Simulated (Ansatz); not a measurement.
## Al3BiO3: rattling a relaxed structure

The structure comes from a proposed guess, relaxed at this level; another structure or a mixture of phases may lie lower.

Method: DFT PBE, scalar-relativistic, plane waves, PAW in Ansatz. Cutoff 420 eV; k points 6×6×10 on the computed 14-atom cell (Γ-centred); Gaussian smearing, width 0.10 eV; no spin polarisation.

The cell below (14 atoms, space group P6_3/m (No. 176)) is relaxed within its symmetry.

```yaml
crystal:
  lattice:
    - [9.92487, 0.00000, 0.00000]
    - [-4.96244, 8.59519, 0.00000]
    - [0.00000, 0.00000, 3.07016]
  atoms:
    - { symbol: Al, position: [0.66870, 0.85250, 0.25000] }
    - { symbol: Al, position: [0.85250, 0.18380, 0.75000] }
    - { symbol: Al, position: [0.18380, 0.33130, 0.25000] }
    - { symbol: Al, position: [0.33130, 0.14750, 0.75000] }
    - { symbol: Al, position: [0.81620, 0.66870, 0.75000] }
    - { symbol: Al, position: [0.14750, 0.81620, 0.25000] }
    - { symbol: Bi, position: [0.66667, 0.33333, 0.75000] }
    - { symbol: Bi, position: [0.33333, 0.66667, 0.25000] }
    - { symbol: O, position: [0.74059, 0.97018, 0.75000] }
    - { symbol: O, position: [0.97018, 0.22959, 0.25000] }
    - { symbol: O, position: [0.22959, 0.25941, 0.75000] }
    - { symbol: O, position: [0.25941, 0.02982, 0.25000] }
    - { symbol: O, position: [0.77041, 0.74059, 0.25000] }
    - { symbol: O, position: [0.02982, 0.77041, 0.75000] }
```

For the test it was strained at random (σ = 1.5 % a component), the atoms were moved at random (σ = 0.05 Å), and all was relaxed again on a coarse 8×3×3 mesh (in the run’s order of axes) with 0.20 eV smearing, with no symmetry imposed.

These runs have no spin–orbit coupling, which can matter for Bi.

Q: What happens?

A: It doesn't return. The energy falls by 16 meV/atom on that mesh, the volume changes by -4.3 %, and the end has space group P2_1/m (No. 11) at a loose tolerance. Relaxed again on a 4×10×4 mesh with 0.10 eV smearing, the new structure lies 23 meV/atom below the first (mesh in the axes of the run's cell; the cell below is made exact in the group named). Space group P2_1/m (No. 11), monoclinic, a = 9.253 Å, b = 3.052 Å, c = 9.344 Å, β = 109.7°. Al on its first site is surrounded by 3 O at 1.85–1.86 Å and 1 Bi at 2.99 Å; around Al on its second site lie 3 O at 1.82–1.84 Å and 1 Bi at 2.87 Å; Bi is surrounded by 3 Al at 2.74–2.99 Å and 2 Bi at 3.05 Å; O on its first site is surrounded by 3 Al at 1.82–1.86 Å; 3 more sites not described.

```yaml
crystal:
  lattice:
    - [9.25287, 0.00000, 0.00000]
    - [0.00000, 3.05171, 0.00000]
    - [-3.14835, 0.00000, 8.79720]
  atoms:
    - { symbol: Al, position: [0.32653, 0.25000, 0.14015] }
    - { symbol: Al, position: [0.13648, 0.75000, 0.32794] }
    - { symbol: Al, position: [0.81122, 0.25000, 0.17933] }
    - { symbol: Al, position: [0.67347, 0.75000, 0.85985] }
    - { symbol: Al, position: [0.18878, 0.75000, 0.82067] }
    - { symbol: Al, position: [0.86352, 0.25000, 0.67206] }
    - { symbol: Bi, position: [0.35717, 0.75000, 0.62919] }
    - { symbol: Bi, position: [0.64283, 0.25000, 0.37081] }
    - { symbol: O, position: [0.24430, 0.75000, 0.19721] }
    - { symbol: O, position: [0.01873, 0.25000, 0.27814] }
    - { symbol: O, position: [0.78041, 0.75000, 0.06702] }
    - { symbol: O, position: [0.75570, 0.25000, 0.80279] }
    - { symbol: O, position: [0.21959, 0.25000, 0.93298] }
    - { symbol: O, position: [0.98127, 0.75000, 0.72186] }
```
